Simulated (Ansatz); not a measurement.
Cd (hcp, Mg type)

```
CELL_PARAMETERS angstrom
      2.96202     0.00000     0.00000
     -1.48101     2.56519     0.00000
      0.00000     0.00000     5.79795
ATOMIC_POSITIONS crystal
  Cd 0.33333 0.66667 0.75000
  Cd 0.66667 0.33333 0.25000
```

In each cell atom 2 (Cd, nearest neighbour Cd at 2.962 Å; its periodic images, 3.0 Å or more away, move with it) moves by s·(0.707, 0.707, 0.000) (along Cartesian [110]), the rest being held.

Level of theory: r2SCAN (plane waves to 500 eV, PAW, scalar-relativistic; Ansatz, a first-principles code). k mesh 14×14×7 (Γ-centred), Fermi-Dirac smearing 0.05 eV. E stands for the smeared free energy. With partly filled bands, energies and forces of such displacements shift with the k mesh and the smearing. On this mesh the relaxed cell isn't quite at rest: it carries a pressure of 0.2 GPa (compression positive) at the zero of the scan. Cd was relaxed with its symmetry unable to fall. The zero of ΔE is the undisplaced structure.

Successive frames, forces in eV/Å:

| frame | ΔE (meV/cell) | F on Cd1 | F on Cd2 |
|---|---|---|---|
| s = 0.236 Å | 7.8 | (0.055, 0.042, 0.000) | (-0.055, -0.042, 0.000) |
| s = 0.118 Å | 1.9 | (0.025, 0.022, 0.000) | (-0.025, -0.022, 0.000) |
| s = 0.000 Å | 0.0 | (0.000, 0.000, 0.000) | (0.000, 0.000, 0.000) |

Problem. What are the energy and the forces in the next frame, s = -0.118 Å?

Solution. ΔE (meV/cell) = 1.7.

```
atom      Fx      Fy     Fz
----  ------  ------  -----
Cd1   -0.018  -0.022  0.000
Cd2    0.018   0.022  0.000
```

(A displaced cell: forces are minus the slopes of the energy, force constants its curvatures, and phonons follow from these.)
